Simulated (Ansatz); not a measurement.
Nb:
```yaml
crystal:
  lattice:
    - [0.00000, 2.92409, 2.92409]
    - [2.92409, 0.00000, 2.92409]
    - [2.92409, 2.92409, 0.00000]
  atoms:
    - { symbol: Nb, position: [0.00000, 0.00000, 0.00000] }
    - { symbol: Nb, position: [0.25000, 0.25000, 0.25000] }
```

Relaxed with r²SCAN. Special points in fractions of this cell's reciprocal vectors: Γ (0.000, 0.000, 0.000); X (0.500, 0.000, 0.500); U (0.625, 0.250, 0.625); K (0.375, 0.375, 0.750); L (0.500, 0.500, 0.500); W (0.500, 0.250, 0.750).

### Question
List the band energies nearest the Fermi level at these points for DFT-r²SCAN in the program Ansatz with PAW potentials.

### Answer
In eV from the Fermi level; about four levels below and three above (degenerate sets whole), none deeper than 8.9 eV; points with the same levels are listed once.

| k | below | above |
|---|---|---|
| Γ | -1.57 -1.57 -0.63 -0.63 -0.63 | 2.06 2.06 2.06 |
| X | -2.59 -2.59 -0.82 -0.82 | 0.48 0.48 1.41 1.41 |
| U | -2.82 -2.23 -1.29 -0.33 | 0.29 1.05 1.07 |
| L | -1.39 -1.39 -0.87 -0.87 | 0.76 3.25 3.25 |
| W | -2.69 -2.69 -0.41 -0.41 | 0.72 0.72 0.79 0.79 |

Space group Fd-3m (diamond). The start of the workflow was typed in or built on a structure type; neither database checked (COD, Materials Project) lists it. It is not the phase usual at ambient conditions (space group No. 229). The r²SCAN relaxation kept the symmetry of its start; whether a distortion lowers the energy is not shown. The run is not spin-polarised. Spin–orbit coupling is left out wherever it is not named.

Potentials: the later of the program's two PAW sets.
